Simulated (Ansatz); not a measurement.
## Os (Fm-3m), stationary points along a deformation path

Computed with Ansatz 0.2.0, DFT PBEsol, scalar-relativistic, plane waves, PAW. The runs took a 420 eV cutoff, a Γ-centred 24×24×24 mesh and Gaussian smearing (0.15 eV). Spin–orbit coupling is left out, which can shift energies with elements as heavy as these. No spin polarisation. Energies are free energies at this smearing, counted from the undisturbed cell; pressure is positive in compression.

Zero of the scan (as given, not relaxed at this level; it stands at -20.1 GPa; this fcc form isn't the usual structure):

```
CELL_PARAMETERS angstrom
0.00000 1.94500 1.94500
1.94500 0.00000 1.94500
1.94500 1.94500 0.00000
ATOMIC_POSITIONS crystal
Os 0.00000 0.00000 0.00000
```

At fixed volume and fractional coordinates, lengths along (0.577, 0.577, 0.577) are scaled against those across it; ρ is that ratio over its starting value. V = 14.716 Å³/atom. Δσ is the stress along the axis less the mean stress across it (compression positive).

| ρ | ΔE (meV/atom) | Δσ (GPa) | space group |
| --- | --- | --- | --- |
| 0.500 | 1593.3 | 0.00 | Pm-3m |
| 0.600 | 1548.2 | 11.69 | R-3m |
| 0.710 | 1275.3 | 49.91 | R-3m |
| 0.850 | 425.4 | 79.33 | R-3m |
| 0.930 | 88.3 | 39.85 | R-3m |
| 1.000 | 0.0 | 0.00 | Fm-3m |
| 1.080 | 99.3 | -42.09 | R-3m |
| 1.200 | 531.0 | -88.27 | R-3m |
| 1.410 | 1605.4 | -127.79 | R-3m |
| 1.700 | 3502.3 | -206.60 | R-3m |
| 2.000 | 6070.0 | -328.77 | R-3m |

Problem. How does the stress give the slope of the energy, and where is the energy stationary?

Solution. Along the path d ln(length) is 2/3 d ln ρ on the axis and −1/3 d ln ρ across it, so dE/d ln ρ = −(2/3) V Δσ: the energy falls with ρ where Δσ is positive. Δσ vanishes or changes sign at ρ = 0.500 (Pm-3m, an end of the scan), at 1593.3 meV/atom; at ρ = 1.000 (Fm-3m), a minimum at 0.0 meV/atom. Pairs of stationary points between two samples would go unseen, and could change a minimum read from distant neighbours into a maximum. At ρ = 0.500, 1.000 the cell is cubic, where symmetry alone makes the stress isotropic and the slope zero.

Problem. Which shear constant sets the curvature at ρ = 1?

Solution. For a cubic crystal E/V = (2/3) C (ln ρ)² with C = C44, so Δσ = −2C ln ρ. The parabola of Δσ against ln ρ through ρ = 0.930, 1 and 1.080 gives C ≈ 274 GPa with the ions clamped, rough because the steps are large. It is the stress–strain coefficient at this cell's pressure of -20.1 GPa, not the zero-pressure constant.

In a metal these slopes depend on the k mesh and the smearing.